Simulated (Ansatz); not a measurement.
Relaxed-ion elastic tensor of TePb (rock salt, Fm-3m) in GPa (Voigt order), DFT-r²SCAN in the program Ansatz with PAW potentials; density 7.97 g/cm³, 34.90 Å³ per atom.

```
 115   5.9   5.9   0.0   0.0   0.0
 5.9   115   5.9   0.0   0.0   0.0
 5.9   5.9   115   0.0   0.0   0.0
 0.0   0.0   0.0  15.4   0.0   0.0
 0.0   0.0   0.0   0.0  15.4   0.0
 0.0   0.0   0.0   0.0   0.0  15.4
```

Is the crystal mechanically stable?

Yes: the smallest eigenvalue of C is 15.4 GPa.

Work out the Voigt, Reuss and Hill averages.

K_V = 42.1, K_R = 42.1, K_H = 42.1; G_V = 31.0, G_R = 21.6, G_H = 26.3 GPa.

Give Young's modulus, Poisson's ratio, Pugh's ratio and the universal anisotropy index.

E = 9KG/(3K + G) = 65.3 GPa; ν = 0.24; K/G = 1.60 (brittle by the Pugh limit of 1.75); A_U = 5G_V/G_R + K_V/K_R − 6 = 2.17.

Estimate the sound speeds and the Debye temperature.

v_l = √((K + 4G/3)/ρ) = 3110 m/s, v_t = √(G/ρ) = 1820 m/s, mean 2020 m/s; Θ = (h/k)(3n/4πV)^(1/3) v_m = 184 K.

Give the Zener ratio and Young's modulus along [100], [110] and [111].

A = 2C44/(C11 − C12) = 0.28; 1/E = S11 − 2(S11 − S12 − S44/2)Γ with Γ = 0, 1/4, 1/3 gives 114, 49.1, 41.2 GPa.

The cell was relaxed with r²SCAN under the symmetry of its start. Scalar-relativistic: spin–orbit coupling is off unless named, which matters more the heavier the elements.

Potentials: the earlier of the program's two PAW sets.
